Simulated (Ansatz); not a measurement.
Starting cell, MgTl (CsCl type):

```
MgTl
1.0
    7.12858     0.00000     0.00000
    3.56429     3.56429     0.00000
    3.56429     0.00000     3.56429
Mg Tl
2 2
Cartesian
  0.00000   0.00000   0.00000
  3.56429   0.00000   0.00000
  8.91072   1.78214   1.78214
  5.34643   1.78214   1.78214
```

The atoms are displaced by Q × the pattern below (from a DFPT mode at R = (0.5, 0.5, 0.5), largest move 1; Q in Å), at fixed cell. It is one choice among 3 degenerate patterns. (q is in reciprocal vectors of the primitive cell; the cell shown is doubled to hold the pattern.)

```tsv
atom	x	y	z
Tl3	0.000	0.000	1.000
Tl4	0.000	0.000	-1.000
```

Atoms not listed stay in place.

Computed with LDA (plane waves to 420 eV, PAW, scalar-relativistic; Ansatz, a first-principles code). k mesh 13×13×13 (Γ-centred), Fermi-Dirac smearing 0.05 eV. E stands for the smeared free energy. With partly filled bands, energies and forces of such displacements shift with the k mesh and the smearing. MgTl was relaxed with its symmetry unable to fall. Spin-orbit coupling is left out, though Tl is heavy. The zero of ΔE is the undisplaced structure. The last digit holds for this mesh only.

| Q (Å) | ΔE (meV/cell) |
|---|---|
| -0.180 | 91.0 |
| -0.150 | 60.6 |
| -0.120 | 37.2 |
| -0.090 | 20.2 |
| -0.060 | withheld |
| -0.030 | 2.1 |
| 0.000 | 0.0 |
| 0.030 | 2.1 |
| 0.060 | withheld |
| 0.090 | 20.2 |
| 0.120 | 37.2 |
| 0.150 | 60.6 |
| 0.180 | 91.0 |

Problem. Fit an even polynomial form (powers 2, 4) to the given rows and predict ΔE at Q = -0.060.

Solution. Least squares on the 11 given rows: ΔE = (2406)·Q² + (12480)·Q⁴, in meV/cell with Q in Å; root-mean-square residual 0.09 meV/cell. At -0.060 the fit gives 8.8 meV/cell; the calculation gives 8.7 meV/cell, so the interpolation is off by 0.1 (+1.1 %). The quadratic term alone would give 8.7 meV/cell.

(A displaced cell: forces are minus the slopes of the energy, force constants its curvatures, and phonons follow from these.)
